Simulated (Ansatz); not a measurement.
Values for one crystal, relaxed and computed with DFT-r²SCAN in the program Ansatz with PAW potentials; other levels are named.

```yaml
volume_per_atom: 12.39 Å³
band_gap: 1.81 eV (indirect)
mechanical_stability: stable (all eigenvalues of C positive)
smallest_direct_gap_on_the_standard_path: 4.04 eV
valence_band_maximum: at Γ
Young's modulus: 93.9 GPa
Poisson's ratio: 0.36
```

Q: Which of these materials gives this?
A) ZnS, P3m1 (Pearson symbol hP16)
B) BaTiS3, P6_3cm (Pearson symbol hP30)
C) BeS, NiAs type
D) ZnS, R3m (Pearson symbol hR12)

A: C, BeS, NiAs type

Space group P6_3/mmc (NiAs type). This is a known high-pressure phase of the composition, computed here at zero pressure and temperature. The r²SCAN relaxation kept the symmetry of its start; whether a distortion lowers the energy is not shown.

Potentials: the later of the program's two PAW sets.
